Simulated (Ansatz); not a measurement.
VPt₂, in the lowest among the structures calculated here: Immm (No. 71), oI6; a = 2.708 Å, b = 3.785 Å, c = 8.299 Å, α = 90.00°, β = 90.00°, γ = 90.00°; V 2a (0.000, 0.000, 0.000); Pt 4i (0.000, 0.000, 0.339). These are PBEsol (plane waves to 420 eV, PAW, scalar-relativistic; Ansatz, a first-principles code) values and carry that method's errors. Element references, the lowest calculated here: Pt (Fm-3m), V (Im-3m).

Give the formation energy of this Immm form of VPt2 from the elements at the level PBEsol.

-0.57 eV/atom.

Static energies, no anion corrections, no zero-point energy. Values are rounded to 0.01 eV/atom. Spin-orbit coupling is missing from these energies, which matters for elements this heavy. The compounds carry no spin polarisation.
